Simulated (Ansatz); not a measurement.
CdTe (CsCl type, Pm-3m), the program Ansatz at the PBEsol level (PAW), all energies at zero smearing, with the estimated change up to a 700 eV cutoff added, with one set of potentials and settings (totals compare only within such a set). Cell of 2 atoms (1 Cd, 1 Te): -15085.411 eV.

```json
[
 {"element": "Cd", "reference phase": "P6_3/mmc, 2 atoms in the cell", "E (eV/atom)": "-8184.0667"},
 {"element": "Te", "reference phase": "P3_121, 3 atoms in the cell", "E (eV/atom)": "-6901.5142"}
]
```

Formation energy per atom, worked out: (-15085.411 − 1×(-8184.0667) − 1×(-6901.5142))/2 = 0.085 eV/atom (8 kJ per mol of atoms), at 0 K, without zero-point energy or fitted corrections.

The start of the workflow was typed in or built on a structure type; neither database checked (COD, Materials Project) lists it. It is not the phase usual at ambient conditions (space group No. 216). The PBEsol relaxation kept the symmetry of its start. At this level the phase is mechanically unstable. The references are the lowest solids computed at this level, not always the standard phases. Scalar-relativistic: spin–orbit coupling is off unless named, which matters more the heavier the elements.

Potentials: the later of the program's two PAW sets.
